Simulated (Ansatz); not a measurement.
Geometry optimisation in Ansatz: input, command and trajectory.

```yaml
crystal:
  lattice:
    - [3.7948, 0.0, 0.0]
    - [-1.8974, 3.2863932023, 0.0]
    - [0.0, 0.0, 12.7099]
  atoms:
    - { symbol: Si, position: [0.0, 0.0, 0.4062] }
    - { symbol: Si, position: [0.0, 0.0, 0.9062] }
    - { symbol: Si, position: [0.0, 0.0, 0.0938] }
    - { symbol: Si, position: [0.0, 0.0, 0.5938] }
    - { symbol: Si, position: [0.3333333333, 0.6666666667, 0.3437] }
    - { symbol: Si, position: [0.6666666667, 0.3333333333, 0.8437] }
    - { symbol: Si, position: [0.3333333333, 0.6666666667, 0.1563] }
    - { symbol: Si, position: [0.6666666667, 0.3333333333, 0.6563] }
basis:
  ecutwfc: 420
kpoints:
  mp_grid: { grid: [12, 12, 4] }
hamiltonian:
  xc: lda
scf:
  occupations: { method: gaussian, width: 0.02 }
output:
  forces: true
  stress: true
  eigenvalues: true
  write_density: true
  write_potential: true
  elf: true
  volumetric_format: npy
relax:
  adjacent_minimum: "off"
  f_tol: 0.005
  max_steps: 80
  cell: { stress_tol: 0.05 }
```

```bash
ansatz run input.yaml --threads 2 --pin off --max-ram 5120MiB --backend cpu --events-out ev --progress --plain --runs-dir out
```

These are results of DFT LDA, scalar-relativistic, plane waves, PAW in Ansatz 0.2.0, not measurements.

Of 5 frames 4 are shown, positions in Å and forces in eV/Å; the SCF threshold varies from step to step. Steps run on the plane waves of an earlier cell, with a Pulay correction in the pressure. The basis is chosen afresh for the last frame, the zero of the energies, and at times for earlier ones too; energy and pressure can step there, also at an unchanged geometry. Where two frames share a geometry here, they differ by under 2 meV/atom and 0.3 GPa.

```xyz
8
Lattice="3.7948 0.0000 0.0000 -1.8974 3.2864 0.0000 0.0000 0.0000 12.7099" Properties=species:S:1:pos:R:3:forces:R:3 pbc="T T T" step=1 free_energy_over_end_meV_per_atom=4.00 pressure_GPa=-0.60
Si    0.0000    0.0000    5.1628    0.0000    0.0000    0.3182
Si    0.0000    0.0000   11.5177    0.0000    0.0000    0.3182
Si    0.0000    0.0000    1.1922    0.0000    0.0000   -0.3182
Si    0.0000    0.0000    7.5471    0.0000    0.0000   -0.3182
Si    0.0000    2.1909    4.3684    0.0000    0.0000   -0.1359
Si    1.8974    1.0955   10.7233    0.0000    0.0000   -0.1359
Si    0.0000    2.1909    1.9866    0.0000    0.0000    0.1359
Si    1.8974    1.0955    8.3415    0.0000    0.0000    0.1359
8
Lattice="3.8170 0.0000 0.0000 -1.9085 3.3056 0.0000 0.0000 0.0000 12.4902" Properties=species:S:1:pos:R:3:forces:R:3 pbc="T T T" step=2 free_energy_over_end_meV_per_atom=0.54 pressure_GPa=-0.10
Si    0.0000    0.0000    5.0720    0.0000    0.0000    0.1747
Si    0.0000    0.0000   11.3171    0.0000    0.0000    0.1747
Si    0.0000    0.0000    1.1731    0.0000    0.0000   -0.1747
Si    0.0000    0.0000    7.4182    0.0000    0.0000   -0.1747
Si    0.0000    2.2038    4.3037    0.0000    0.0000   -0.1201
Si    1.9085    1.1019   10.5488    0.0000    0.0000   -0.1201
Si    0.0000    2.2038    1.9414    0.0000    0.0000    0.1201
Si    1.9085    1.1019    8.1866    0.0000    0.0000    0.1201
8
Lattice="3.8107 0.0000 0.0000 -1.9054 3.3002 0.0000 0.0000 0.0000 12.5169" Properties=species:S:1:pos:R:3:forces:R:3 pbc="T T T" step=3 free_energy_over_end_meV_per_atom=-0.01 pressure_GPa=0.01
Si    0.0000    0.0000    5.0905    0.0000    0.0000    0.0268
Si    0.0000    0.0000   11.3489    0.0000    0.0000    0.0268
Si    0.0000    0.0000    1.1680    0.0000    0.0000   -0.0268
Si    0.0000    0.0000    7.4265    0.0000    0.0000   -0.0268
Si    0.0000    2.2001    4.3084    0.0000    0.0000   -0.0352
Si    1.9054    1.1001   10.5669    0.0000    0.0000   -0.0352
Si    0.0000    2.2001    1.9500    0.0000    0.0000    0.0352
Si    1.9054    1.1001    8.2085    0.0000    0.0000    0.0352
8
Lattice="3.8101 0.0000 0.0000 -1.9051 3.2997 0.0000 0.0000 0.0000 12.5217" Properties=species:S:1:pos:R:3:forces:R:3 pbc="T T T" step=5 free_energy_over_end_meV_per_atom=0.00 pressure_GPa=0.00
Si    0.0000    0.0000    5.0935    0.0000    0.0000    0.0002
Si    0.0000    0.0000   11.3543    0.0000    0.0000    0.0002
Si    0.0000    0.0000    1.1674    0.0000    0.0000   -0.0002
Si    0.0000    0.0000    7.4282    0.0000    0.0000   -0.0002
Si    0.0000    2.1998    4.3082    0.0000    0.0000    0.0029
Si    1.9051    1.0999   10.5691    0.0000    0.0000    0.0029
Si    0.0000    2.1998    1.9526    0.0000    0.0000   -0.0029
Si    1.9051    1.0999    8.2134    0.0000    0.0000   -0.0029
```

The run took 85 s on 2 threads of Intel(R) Xeon(R) Processor @ 2.50GHz (Skylake/Cascade Lake), on a shared host, peak memory 0.52 GiB.